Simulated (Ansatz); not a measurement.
## What is wrong with this input? (BiTe)

Someone meant to compute BiTe with PBE, plane waves and PAW in Ansatz and wrote this input.

```yaml
crystal:
  lattice:
    - [0.0, 3.235, 3.235]
    - [3.235, 0.0, 3.235]
    - [3.235, 3.235, 0.0]
  atoms:
    - { symbol: Bi, position: [0.0, 0.0, 0.0] }
    - { symbol: Te, position: [0.5, 0.5, 0.5], spin: 2.0 }
basis:
  ecutwfc: 420
kpoints:
  mp_grid: { grid: [12, 12, 12] }
hamiltonian:
  xc: pbe
scf:
  occupations: { method: gaussian, width: 0.1 }
output:
  forces: true
  stress: true
  eigenvalues: true
  populations: true
magnetization:
  spin_polarized: false
```

Output, shortened:

```text
Error: inconsistent input (magnetization.spin_polarized): false but per-atom `spin:`, `per_species`, `initial_magnetization`, `magnetic_field`, or `spin_locking` is set
```

Question: What is the cause?
A. A Hubbard U on a shell that the atom lacks
B. Starting moments without spin polarisation
C. Spin-orbit coupling without non-collinear spin
D. A cutoff meant in rydberg typed as eV
E. Plain mixing at a large step in a long cell

Answer: B. Moments need two spin channels. The cure is the moments removed, as this run is meant to be without spin (a magnetic crystal would need spin polarisation switched on instead).

Mended input, as a difference:

```diff
 crystal:
   atoms:
-    - { symbol: Te, position: [0.5, 0.5, 0.5], spin: 2.0 }
+    - { symbol: Te, position: [0.5, 0.5, 0.5] }
-magnetization:
-  spin_polarized: false
```

The mended run converges, with no gap, a pressure of 0.72 GPa.